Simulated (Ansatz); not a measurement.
AlCo (CsCl type)

```
CELL_PARAMETERS angstrom
      2.82274     0.00000     0.00000
      0.00000     2.82274     0.00000
      0.00000     0.00000     2.82274
ATOMIC_POSITIONS crystal
  Al 0.00000 0.00000 0.00000
  Co 0.50000 0.50000 0.50000
```

The slice is a {100} plane (indices of the conventional cell) through the point (0.500, 0.500, 0.500) (fractional), spanned by u = [100] and v = [010] in vectors of this cell: u (2.82 Å) and v (2.82 Å, at 90° to u). It covers one period; positions are fractions (u, v).

These are PBEsol (plane waves to 420 eV, PAW, scalar-relativistic; Ansatz, a program for electronic structure) values and carry that method's errors. k mesh 16×16×16. These are valence fields of a PAW run, semicore shells included where kept as valence: close to a nucleus they are smooth pseudo fields. AlCo is run without spin polarisation. AlCo was relaxed with its symmetry unable to fall.

Three fields on this plane, each scaled to ten steps between its own extremes (0 low, 9 high; the total valence density on a logarithmic scale, the potential cut 8 eV below its top; x marks points blanked near nuclei; v = 0 in the bottom row):

Map A
```
|xxxxxxxxx0367630xxxxxxxx|
|xxxxxxxxx0367630xxxxxxxx|
|xxxxxxxx014777410xxxxxxx|
|xxxxxxxx025787520xxxxxxx|
|xxxxxxx01468886410xxxxxx|
|xxxxxxx13578887531xxxxxx|
|xxxxx013568898865310xxxx|
|xxx0013567899987653100xx|
|000124567899999876542100|
|333456788999999988765433|
|666778889999999998887766|
|777788899999999999888777|
|666778889999999998887766|
|333456788999999988765433|
|000124567899999876542100|
|xxx0013567899987653100xx|
|xxxxx013568898865310xxxx|
|xxxxxxx13578887531xxxxxx|
|xxxxxxx01468886410xxxxxx|
|xxxxxxxx025787520xxxxxxx|
|xxxxxxxx014777410xxxxxxx|
|xxxxxxxxx0367630xxxxxxxx|
|xxxxxxxxx0367630xxxxxxxx|
|xxxxxxxxx0367630xxxxxxxx|
```

Map B
```
|xxxxxxxxx6422246xxxxxxxx|
|xxxxxxxxx6322236xxxxxxxx|
|xxxxxxxx953222359xxxxxxx|
|xxxxxxxx842212248xxxxxxx|
|xxxxxxx96321112369xxxxxx|
|xxxxxxx74321112347xxxxxx|
|xxxxx975321101123579xxxx|
|xxx9864321100011234689xx|
|666543321100000112334566|
|443322211000000011222334|
|222221110000000001112222|
|222211100000000000111222|
|222221110000000001112222|
|443322211000000011222334|
|666543321100000112334566|
|xxx9864321100011234689xx|
|xxxxx975321101123579xxxx|
|xxxxxxx74321112347xxxxxx|
|xxxxxxx96321112369xxxxxx|
|xxxxxxxx842212248xxxxxxx|
|xxxxxxxx953222359xxxxxxx|
|xxxxxxxxx6322236xxxxxxxx|
|xxxxxxxxx6422246xxxxxxxx|
|xxxxxxxxx6422246xxxxxxxx|
```

Map C
```
|xxxxxxxxx3799973xxxxxxxx|
|xxxxxxxxx4799974xxxxxxxx|
|xxxxxxxx058999850xxxxxxx|
|xxxxxxxx268999862xxxxxxx|
|xxxxxxx04789998740xxxxxx|
|xxxxxxx36789998763xxxxxx|
|xxxxx035788888887530xxxx|
|xxx0246778888888776420xx|
|334567788887778888776543|
|777888888877777888888877|
|999999988777777788999999|
|999999988777777788999999|
|999999988777777788999999|
|777888888877777888888877|
|334567788887778888776543|
|xxx0246778888888776420xx|
|xxxxx035788888887530xxxx|
|xxxxxxx36789998763xxxxxx|
|xxxxxxx04789998740xxxxxx|
|xxxxxxxx268999862xxxxxxx|
|xxxxxxxx058999850xxxxxxx|
|xxxxxxxxx4799974xxxxxxxx|
|xxxxxxxxx3799973xxxxxxxx|
|xxxxxxxxx3799973xxxxxxxx|
```

Problem. Assign the maps to these fields: electron localisation function (ELF); valence electron density; electrostatic potential energy of an electron, from the cell's mean.

Solution. A is the electron localisation function (ELF); B is the valence electron density; C is the electrostatic potential energy of an electron, from the cell's mean.
